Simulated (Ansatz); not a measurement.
ZnO (wurtzite, P6_3mc), DFT-PBE in the program Ansatz with PAW potentials, all energies at zero smearing, with the estimated change up to a 700 eV cutoff added, with one set of potentials and settings (totals compare only within such a set). Cell of 4 atoms (2 Zn, 2 O): -7773.726 eV.

```tsv
element	reference phase	E (eV/atom)
Zn	C2/m, 3 atoms in the cell	-3319.0322
O	C2/m, 4 atoms in the cell, spin-polarised	-565.0042
```

Formation energy per atom, worked out: (-7773.726 − 2×(-3319.0322) − 2×(-565.0042))/4 = -1.413 eV/atom (-136 kJ per mol of atoms), at 0 K, without zero-point energy or fitted corrections.

The PBE relaxation kept the symmetry of its start. The references are the lowest solids computed at this level, not always the standard phases (solids in place of the gases).

Potentials: the earlier of the program's two PAW sets.
